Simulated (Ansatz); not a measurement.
Here is the system:

SiC3:
```
CELL_PARAMETERS angstrom
      2.79666     0.00000     0.00000
      0.00000     2.79666     0.00000
      0.00000     0.00000     4.09088
ATOMIC_POSITIONS crystal
  C  0.00000 0.00000 0.00000
  C  0.00000 0.50000 0.78627
  Si 0.50000 0.50000 0.50000
  C  0.50000 0.00000 0.21373
```

This is the r²SCAN-relaxed structure. x, y and z are the axes in which the lattice vectors are written.

Problem. All from plane-wave PAW r²SCAN (Ansatz code), unless another level is named. Predict the piezoelectric stress constants (proper, relaxed ions, C/m²).

Solution. e15 = 0.07, e24 = -0.07, e31 = -0.27, e32 = 0.27.

Problem. What about the Hill bulk and shear moduli?

Solution. 289 and 277 GPa.

Problem. Next, the elastic constants (relaxed ions, GPa)?

Solution. C11 = 664, C12 = 20.8, C13 = 135, C33 = 702, C44 = 318, C66 = 196.

Space group P-4m2. The start of the workflow was typed in or built on a structure type; neither database checked (COD, Materials Project) lists it. Its standing as an ambient phase is unchecked. The r²SCAN relaxation kept the symmetry of its start; whether a distortion lowers the energy is not shown. Its formation energy is positive at this level, so the cell may be metastable or incomplete. Signs of piezoelectric constants follow the polarity of the cell as given.

Potentials: the earlier of the program's two PAW sets.
